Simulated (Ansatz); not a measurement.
Ansatz (an electronic-structure program) input:

Ansatz 0.2 input:
```yaml
crystal:
  lattice:
    - [0.0, 3.2302202392, 3.2302202392]
    - [3.2302202392, 0.0, 3.2302202392]
    - [3.2302202392, 3.2302202392, 0.0]
  atoms:
    - { symbol: Na, position: [0.0, 0.0, 0.0] }
    - { symbol: I, position: [0.5, 0.5, 0.5] }
kpoints:
  mp_grid: { grid: [8, 8, 8] }
hamiltonian:
  xc: r2scan
  pseudopotentials: { kind: paw }
scf:
  occupations: { method: fixed }
checkpoint: { read: static.run }
output: { bader: true, populations: true }
```

Output (shortened):

```
Pseudopotential: Na, paw, valence charge 9
Pseudopotential: I, paw, valence charge 17
Functional definition: r2SCAN
Crystal: 2 atoms, lattice volume = 67.410 Å³
Basis set: ecut = 500 eV, 1687 PW (Γ), exchange–correlation on 144×144×144 points (64 copies of the dense FFT grid, shifted against one another)
Bands: 17, of which v1, the nominal top of the filled ones, is band 13 counted from 1 (12 counted from 0)
Symmetry: 48 space group operations
Space group: Fm-3m (ITA 225), of the structure as read, at distance tolerance 4.1e-5 Å
k-points: 29 of 512
Stability of the state it starts from, as read at its close in the unpolarized treatment …
iter 1 solved again at ethr=6.73e-7 eV; its pass at ethr=3.10e-3 eV (dr2=1.75e-4 eV) is discarded
SCF iter   1: F=—  HF=-9019.605025 eV  |F-HF|=—  |Δ(HF+E_count)|=         —  Δρ=6.12e-7  dr2=2.42e-10  dr2_τ=1.64e-11  ethr=6.73e-7  ⟨swp⟩=3.5  Hψ=3478  notcnv=0  defer=53
preconditioner: auto → none
SCF iter   2: F=—  HF=-9019.605028 eV  |F-HF|=—  |Δ(HF+E_count)|=   3.35e-6  Δρ=4.70e-7  dr2=2.18e-10  dr2_τ=1.71e-11  ethr=1.00e-12  ⟨swp⟩=8.0  Hψ=2530  notcnv=0
SCF iter   3: F=-9019.605028 eV  HF=-9019.605028 eV  |F-HF|=4.37e-11  |Δ(HF+E_count)|=  4.73e-11  Δρ=2.79e-7  dr2=6.85e-11  dr2_τ=3.76e-12  ethr=1.00e-12  ⟨swp⟩=1.0  Hψ=1102  notcnv=0
SCF 1 converged in 3 iterations: F = -9019.605028 eV  dr2 = 6.85e-11
SCF converged after 3 iterations
Free energy (F): -9019.605028 eV
Harris-Foulkes:  -9019.605028 eV  (|F-HF|=4.37e-11)
Internal energy: -9019.605028 eV  (E = F + TS)
E sigma→0 (E₀):  -9019.605028 eV
Fermi energy:    2.756963 eV
--- Per-component energies (eV) ---
  E_band       = -639.528541
  E_kinetic    = 309.732312
  E_local      = -3344.705689  (includes V_loc(G=0)·N_el)
  E_nonlocal   = 25.920108
  E_hartree    = 1516.901390
  E_xc         = -157.903328
  E_vxc        = -195.285744  (∫ρ·V_xc dr)
  E_paw        = -5107.426951  (= ΣΔE_a)
  E_vpaw       = -482.214164  (= ΣTr[D̂ρ^β])
  E_aug_tail   = -0.000027  (compensation charges beyond the density's cutoff)
  E_vtau       = 13.222183  (kinetic-family band-sum trace: ∫τ·v_τ [+ j·A + Jᵃ·Aᵃ] dr)
  E_ewald      = -2262.169629
  E_core_change = 0.046786  (= ΣΔE_core)
  E_smearing   =  0.000000  (= −TS)
  E_closure    = 0.000000  (closes the sum)
  Σ components = -9019.605028   (vs F -9019.605028, Δ=0.00e0)
  [band-id]    e_kinetic+e_local+e_nonlocal+2·e_hartree+e_vxc+e_vpaw+e_augmentation_tail+e_vtau = -639.528241   (vs E_band -639.528541, Δ=3.00e-4)
--- Band table (eV; the first three rows and the last of 29) ---
  k-point 0: bands = ["-49.9743", "-41.1518", "-41.1518", "-41.1469", "-41.1469", "-41.1469", "-20.3811", "-20.3811", "-20.3811", "-8.5978", "2.7570", "2.7570", "2.7570", "7.2041", "11.2969", "11.2969", "11.2969"]
  k-point 1: bands = ["-49.9743", "-41.1518", "-41.1518", "-41.1469", "-41.1469", "-41.1469", "-20.3819", "-20.3812", "-20.3812", "-8.5515", "2.3120", "2.7104", "2.7104", "7.7075", "10.9247", "11.4609", "11.4609"]
  k-point 2: bands = ["-49.9743", "-41.1518", "-41.1518", "-41.1469", "-41.1469", "-41.1469", "-20.3838", "-20.3813", "-20.3813", "-8.4352", "1.4738", "2.6031", "2.6031", "8.4177", "10.9497", "11.3783", "11.3783"]
  k-point 28: bands = ["-49.9742", "-41.1518", "-41.1518", "-41.1468", "-41.1468", "-41.1467", "-20.3839", "-20.3839", "-20.3829", "-8.1641", "1.3148", "1.3148", "1.8211", "9.3323", "10.8512", "10.8512", "11.4372"]
--- Löwdin populations: 2 sites ---
  site symbol       q [e]
     0     Na      8.3466
     1      I     17.6157
  spilling = 0.001450 (of n_electrons = 26.000000)
--- Bader charges: 2 sites ---
  site symbol  charge [e]  shift [e]
     0     Na      0.8721     0.0000
     1      I     -0.8721     0.0000
  shift: an alarm, by how much a part of what the PAW files miss would move the charge. Where it is large, compare
  with a run on PAW files of another source; a small one proves nothing
  estimated error of the sums over rays = 4.5e-5 e
```

Cost: about 16 core-seconds (a rough figure) on shared cores.

The cell was relaxed with r²SCAN under the symmetry of its start. Scalar-relativistic: spin–orbit coupling is off unless named, which matters more the heavier the elements.

Potentials: the later of the program's two PAW sets.

Ansatz is a plane-wave DFT program.
